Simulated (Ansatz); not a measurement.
The start is a generated cell, Te2Mo placed in the anatase structure type. A full variable-cell relaxation at zero pressure is run with r2SCAN (plane waves to 500 eV, PAW, scalar-relativistic; Ansatz, a program for electronic structure). First-step values are on the input's coarse k-mesh.

Ansatz input (later rounds restart from its end on a renewed k-mesh):
Ansatz 0.2 input:
```yaml
crystal:
  lattice:
    - [-2.865603, 2.865603, 7.202997]
    - [2.865603, -2.865603, 7.202997]
    - [2.865603, 2.865603, -7.202997]
  atoms:
    - { symbol: Mo, position: [0.5, 0.5, 0] }
    - { symbol: Mo, position: [0.25, 0.75, 0.5] }
    - { symbol: Te, position: [0.2919, 0.2919, 0] }
    - { symbol: Te, position: [0.0419, 0.5419, 0.5] }
    - { symbol: Te, position: [0.4581, 0.9581, 0.5] }
    - { symbol: Te, position: [0.7081, 0.7081, 0] }
basis: { ecutwfc: 500, ecutrho_ratio: 4, xc_grid: 4, fft_grid_basis: typed }
kpoints: { mp_grid: { grid: [6, 6, 6] } }
hamiltonian:
  xc: r2scan
  dispersion: none
  pseudopotentials: { azcp: { folder: ./paw }, kind: paw }
scf: { occupations: { method: fermi_dirac, width: 0.05 } }
relax: { f_tol: 0.01, max_steps: 100, cell: { stress_tol: 0.02 } }
output: { forces: true, stress: true }
```

```yaml
largest_initial_force: about 1.0 eV/Å, on Te3, Te4, Te5, Te6 (atoms numbered as listed)
outcome: The space group stays I4₁/amd (No. 141) (the run could not lower it), with 6 atoms in the primitive cell
energy_released: 0.37 eV/atom
Shortest distances (start → end): "The closest pairs of elements (up to four, under 3.6 Å), start → end: Mo–Te 2.93 → 2.71 Å; Te–Te 3.73 → 3.24 Å"
band_gap_at_the_end: zero (metallic)
optimiser_moves: 15
```

Final structure:

Space group I4₁/amd, origin choice 1 (No. 141); a = b = 5.173 Å, c = 14.187 Å, α = β = γ = 90.00°

```json
[
 {"atom": "Mo", "site": "4b", "symmetry": "-4m2", "x": "0.0000", "y": "0.0000", "z": "0.5000"},
 {"atom": "Te", "site": "8e", "symmetry": "2mm.", "x": "0.0000", "y": "0.0000", "z": "0.3062"}
]
```
(The calculation used a cell of 6 atoms; values per cell refer to that cell.)

Final values are on a 13×13×13 k-mesh of the relaxed cell. No spin polarisation in the result.

The run could not lose the symmetry of its start, so the end can be a saddle point.

The relaxed structure here is a generated cell of Te2Mo: the first start was made by placing the elements on the sites of a structure type, and the end was not matched to a known phase here, so it may be hypothetical. Known forms of Te2Mo include space group No. 194.
